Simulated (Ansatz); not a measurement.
**Does relaxation matter for the field gradients of SiC with Cd replacing Si?**

Start: a supercell of SiC (zinc blende type, F-43m) built from a COD entry, with all atoms left at the host's positions.

```
CELL_PARAMETERS angstrom
0.00000 6.53700 6.53700
6.53700 0.00000 6.53700
6.53700 6.53700 0.00000
ATOMIC_POSITIONS crystal
Cd 0.00000 0.00000 0.00000
Si 0.00000 0.00000 0.33333
Si 0.00000 0.00000 0.66667
Si 0.00000 0.33333 0.00000
Si 0.00000 0.33333 0.33333
Si 0.00000 0.33333 0.66667
Si 0.00000 0.66667 0.00000
Si 0.00000 0.66667 0.33333
Si 0.00000 0.66667 0.66667
Si 0.33333 0.00000 0.00000
Si 0.33333 0.00000 0.33333
Si 0.33333 0.00000 0.66667
Si 0.33333 0.33333 0.00000
Si 0.33333 0.33333 0.33333
Si 0.33333 0.33333 0.66667
Si 0.33333 0.66667 0.00000
Si 0.33333 0.66667 0.33333
Si 0.33333 0.66667 0.66667
Si 0.66667 0.00000 0.00000
Si 0.66667 0.00000 0.33333
Si 0.66667 0.00000 0.66667
Si 0.66667 0.33333 0.00000
Si 0.66667 0.33333 0.33333
Si 0.66667 0.33333 0.66667
Si 0.66667 0.66667 0.00000
Si 0.66667 0.66667 0.33333
Si 0.66667 0.66667 0.66667
C 0.08333 0.08333 0.08333
C 0.08333 0.08333 0.41667
C 0.08333 0.08333 0.75000
C 0.08333 0.41667 0.08333
C 0.08333 0.41667 0.41667
C 0.08333 0.41667 0.75000
C 0.08333 0.75000 0.08333
C 0.08333 0.75000 0.41667
C 0.08333 0.75000 0.75000
C 0.41667 0.08333 0.08333
C 0.41667 0.08333 0.41667
C 0.41667 0.08333 0.75000
C 0.41667 0.41667 0.08333
C 0.41667 0.41667 0.41667
C 0.41667 0.41667 0.75000
C 0.41667 0.75000 0.08333
C 0.41667 0.75000 0.41667
C 0.41667 0.75000 0.75000
C 0.75000 0.08333 0.08333
C 0.75000 0.08333 0.41667
C 0.75000 0.08333 0.75000
C 0.75000 0.41667 0.08333
C 0.75000 0.41667 0.41667
C 0.75000 0.41667 0.75000
C 0.75000 0.75000 0.08333
C 0.75000 0.75000 0.41667
C 0.75000 0.75000 0.75000
```

Sites (sets of like atoms) are named by element and the number of their first atom in this list.

Method: Kohn–Sham DFT in Ansatz, PBE, plane waves and PAW, scalar-relativistic, 420 eV cutoff, Γ-centred 3×3×3 k-points, Fermi–Dirac smearing 0.01 eV, cell charge -2.

The largest force at the start is 7.8 eV/Å. Relaxing the ions at fixed cell moves them by 0.235 Å at most (atom 28, C) and 0.066 Å rms.

```csv
site,atom,moved (Å),first shell before,first shell after,V_zz before (10²¹ V/m²),η before
Cd,1,0.000,4 C at 1.89 Å,4 C at 2.12 Å,0.00,–
Si2,2,0.027,4 C at 1.89 Å,4 C at 1.80–1.90 Å,-1.14,0.50
Si5,5,0.012,4 C at 1.89 Å,4 C at 1.89–1.90 Å,0.41,0.00
Si9,9,0.005,4 C at 1.89 Å,4 C at 1.89 Å,0.27,0.00
Si15,15,0.008,4 C at 1.89 Å,4 C at 1.88–1.89 Å,-0.24,0.66
C28,28,0.235,"1 Cd at 1.89 Å, 3 Si at 1.89 Å","3 Si at 1.80 Å, 1 Cd at 2.12 Å",-1.20,0.00
C29,29,0.011,4 Si at 1.89 Å,4 Si at 1.86–1.89 Å,-0.64,0.27
C33,33,0.003,4 Si at 1.89 Å,4 Si at 1.88–1.90 Å,0.20,0.28
C41,41,0.001,4 Si at 1.89 Å,4 Si at 1.89–1.90 Å,-0.022,0.00
```

**Question.** How do the gradients change?

**Answer.** 

| site | atom | V_zz after | η after | change of V_zz |
| --- | --- | --- | --- | --- |
| Cd | 1 | 0.00 | – | 0.00 |
| Si2 | 2 | -2.09 | 0.79 | -0.95 |
| Si5 | 5 | 0.59 | 0.00 | +0.18 |
| Si9 | 9 | 0.26 | 0.00 | -0.01 |
| Si15 | 15 | -0.38 | 0.72 | -0.14 |
| C28 | 28 | -0.72 | 0.00 | +0.48 |
| C29 | 29 | -1.08 | 0.18 | -0.44 |
| C33 | 33 | 0.10 | 0.65 | -0.10 |
| C41 | 41 | <0.005 | – | +0.02 |

The largest change of V_zz is on Si2, from -1.14 to -2.09. Where |V_zz| stays above 0.1, η moves most on C33, from 0.28 to 0.65. Other sites without a gradient aren't listed. The electronic state changes along with the positions (a gap opens), so the changes aren't those of geometry alone.

The defect repeats with the cell of 54 atoms, so it feels its images: sites between two images don't show the values beside a lone defect, and zeros or small values of η there can come from the images' arrangement. A uniform background compensates the cell's charge. Without spin–orbit coupling (the program notes it for Cd) the gradients can shift somewhat, as the gap is small.
Before: The run isn't spin-polarised, and a state with spin may lie lower. The defect cell has no gap above 0.1 eV on its mesh, so the values can hang on the smearing and the k-mesh. The cell keeps the host's lattice, where the PBE pressure is 6 GPa (in a charged cell this depends on the convention for the mean potential). The neighbours have not yet relaxed around the defect (largest force 7.8 eV/Å), so the values at and beside it are those of a strained start, not of the defect in a real crystal.
After: The relaxation keeps the site symmetry -43m of the start, so the impurity can't leave its site; a start off the site could end lower. With a gap of 0.6 eV on this mesh, small gradients can still move by 0.1 × 10²¹ V/m² or more as the k-mesh gets denser.
